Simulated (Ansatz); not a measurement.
NMR crystallography of AlN with oxygen replacing N: given against relaxed positions

Start: a supercell of AlN (wurtzite type, P6_3mc) built from a structure deposited in the COD (the entry's cell lengths or inner coordinates differ somewhat from later room-temperature determinations), with all atoms left at the host's positions.

```
CELL_PARAMETERS angstrom
9.33900 0.00000 0.00000
-3.11300 5.39187 0.00000
0.00000 0.00000 9.96200
ATOMIC_POSITIONS crystal
Al 0.11111 0.33333 0.00000
Al 0.11111 0.33333 0.50000
Al 0.11111 0.83333 0.00000
Al 0.11111 0.83333 0.50000
Al 0.44444 0.33333 0.00000
Al 0.44444 0.33333 0.50000
Al 0.44444 0.83333 0.00000
Al 0.44444 0.83333 0.50000
Al 0.77778 0.33333 0.00000
Al 0.77778 0.33333 0.50000
Al 0.77778 0.83333 0.00000
Al 0.77778 0.83333 0.50000
Al 0.22222 0.16667 0.25000
Al 0.22222 0.16667 0.75000
Al 0.22222 0.66667 0.25000
Al 0.22222 0.66667 0.75000
Al 0.55556 0.16667 0.25000
Al 0.55556 0.16667 0.75000
Al 0.55556 0.66667 0.25000
Al 0.55556 0.66667 0.75000
Al 0.88889 0.16667 0.25000
Al 0.88889 0.16667 0.75000
Al 0.88889 0.66667 0.25000
Al 0.88889 0.66667 0.75000
O 0.11111 0.33333 0.19000
N 0.11111 0.33333 0.69000
N 0.11111 0.83333 0.19000
N 0.11111 0.83333 0.69000
N 0.44444 0.33333 0.19000
N 0.44444 0.33333 0.69000
N 0.44444 0.83333 0.19000
N 0.44444 0.83333 0.69000
N 0.77778 0.33333 0.19000
N 0.77778 0.33333 0.69000
N 0.77778 0.83333 0.19000
N 0.77778 0.83333 0.69000
N 0.22222 0.16667 0.44000
N 0.22222 0.16667 0.94000
N 0.22222 0.66667 0.44000
N 0.22222 0.66667 0.94000
N 0.55556 0.16667 0.44000
N 0.55556 0.16667 0.94000
N 0.55556 0.66667 0.44000
N 0.55556 0.66667 0.94000
N 0.88889 0.16667 0.44000
N 0.88889 0.16667 0.94000
N 0.88889 0.66667 0.44000
N 0.88889 0.66667 0.94000
```

Sites (sets of like atoms) are named by element and the number of their first atom in this list.

All values are calculated (Ansatz; DFT, PBE, plane waves and PAW, scalar-relativistic, 420 eV cutoff, Γ-centred 3×4×2 k-points, Fermi–Dirac smearing 0.01 eV, cell charge +1), not measured.

The largest force at the start is 2.2 eV/Å. Relaxing the ions at fixed cell moves them by 0.094 Å at most (atom 1, Al) and 0.024 Å rms.

```
site  atom  moved (Å)            first shell before                  first shell after  V_zz before (10²¹ V/m²)  η before
 Al1     1      0.094  1 O at 1.89 Å, 3 N at 1.89 Å       3 N at 1.86 Å, 1 O at 1.98 Å                     3.61      0.01
 Al3     3      0.019                 4 N at 1.89 Å                 4 N at 1.88–1.91 Å                     0.51      0.41
Al13    13      0.056  3 N at 1.89 Å, 1 O at 1.89 Å  3 N at 1.86–1.88 Å, 1 O at 1.95 Å                     3.12      0.11
Al15    15      0.056  3 N at 1.89 Å, 1 O at 1.89 Å  3 N at 1.86–1.88 Å, 1 O at 1.95 Å                     3.13      0.12
Al21    21      0.061  3 N at 1.89 Å, 1 O at 1.89 Å  3 N at 1.86–1.87 Å, 1 O at 1.96 Å                     3.24      0.06
   O    25      0.009                4 Al at 1.89 Å                4 Al at 1.95–1.98 Å                    -0.47      0.76
 N27    27      0.008                4 Al at 1.89 Å                4 Al at 1.88–1.91 Å                     1.56      0.13
 N29    29      0.010                4 Al at 1.89 Å                4 Al at 1.86–1.91 Å                     0.96      0.41
 N31    31      0.011                4 Al at 1.89 Å                4 Al at 1.86–1.91 Å                     0.93      0.38
 N33    33      0.011                4 Al at 1.89 Å                4 Al at 1.86–1.91 Å                     0.97      0.40
 N46    46      0.025                4 Al at 1.89 Å                4 Al at 1.86–1.92 Å                     0.92      0.08
```

Question: What are V_zz and η after the relaxation?

Answer: 

| site | atom | V_zz after | η after | change of V_zz |
| --- | --- | --- | --- | --- |
| Al1 | 1 | 5.02 | 0.01 | +1.41 |
| Al3 | 3 | 0.96 | 0.33 | +0.45 |
| Al13 | 13 | 3.88 | 0.15 | +0.76 |
| Al15 | 15 | 3.89 | 0.16 | +0.76 |
| Al21 | 21 | 4.13 | 0.15 | +0.89 |
| O | 25 | -0.53 | 0.48 | -0.06 |
| N27 | 27 | 0.78 | 0.50 | -0.78 |
| N29 | 29 | 0.48 | 0.79 | -0.48 |
| N31 | 31 | 0.46 | 0.79 | -0.47 |
| N33 | 33 | 0.49 | 0.56 | -0.48 |
| N46 | 46 | 0.38 | 0.10 | -0.54 |

The largest change of V_zz along a kept axis is on Al1, from 3.61 to 5.02. In per cent, |V_zz| changes by +24 to +89 on Al, -58 to -49 on N (all sites that start above 0.5). Where |V_zz| stays above 0.1 and the axes keep their order, η moves most on N31, from 0.38 to 0.79. On N46 V_xx and V_yy change places (or their axes turn by over 50°), so the two values of η hide a larger change. V_zz changes sign on N47 (axis turned by 19°) (not in the table). On Al23, N32, N30, N44, Al17, N42, N48, Al2 (not in the table) the largest principal value lies along another axis in the second run, so the two V_zz can't be compared directly. The table leaves out 37 of the 48 sites, with |V_zz| up to 0.99; their tensors move by 0.56 at most along any direction. The statements above cover all sites. The host's own positions weren't relaxed first, so part of the change far from the defect can be the host's relaxation.

The defect repeats with the cell of 48 atoms, so it feels its images: sites between two images don't show the values beside a lone defect, and zeros or small values of η there can come from the images' arrangement. Al and N carry a gradient in the pure host already, so the values there aren't the defect's effect alone. A uniform background compensates the cell's charge. The cell keeps the host's lattice, where the PBE pressure is 5 GPa (in a charged cell this depends on the convention for the mean potential).
Before: The neighbours have not yet relaxed around the defect (largest force 2.2 eV/Å), so a real crystal will differ.
